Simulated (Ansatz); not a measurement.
Consider the following.

CaPt5:
```cif
data_CaPt5
_chemical_formula_sum 'Ca1 Pt5'
_space_group_name_H-M_alt 'P6/mmm'
_space_group_IT_number 191
_space_group_name_Hall '-P 6 2'
_cell_length_a 5.35251
_cell_length_b 5.35251
_cell_length_c 4.38592
_cell_angle_alpha 90.000
_cell_angle_beta 90.000
_cell_angle_gamma 120.000
loop_
_atom_site_label
_atom_site_type_symbol
_atom_site_symmetry_multiplicity
_atom_site_Wyckoff_symbol
_atom_site_fract_x
_atom_site_fract_y
_atom_site_fract_z
_atom_site_occupancy
Ca1 Ca 1 a 0.00000 0.00000 0.00000 1
Pt1 Pt 2 c 0.33333 0.66667 0.00000 1
Pt2 Pt 3 g 0.50000 0.50000 0.50000 1
```

This is the r²SCAN-relaxed structure.

**Question.** All from plane-wave PAW r²SCAN (Ansatz code), unless another level is named. Estimate the formation energy from the elements (no fitted shifts).

**Answer.** -0.59 eV/atom.

**Question.** What about the density of states at the Fermi level?

**Answer.** 0.55 states/eV per atom (mean over ±0.08 eV).

The workflow started from a Materials Project entry (that database holds measured and hypothetical structures alike); the Crystallography Open Database copy checked does not list it. Its standing as an ambient phase is unchecked. The cell was relaxed with r²SCAN under the symmetry of its start; its stability against distortions is not shown here. The run is not spin-polarised. The references are the lowest solids computed at this level, not always the standard phases. Scalar-relativistic: spin–orbit coupling is off unless named, which matters more the heavier the elements.

Potentials: the later of the program's two PAW sets.
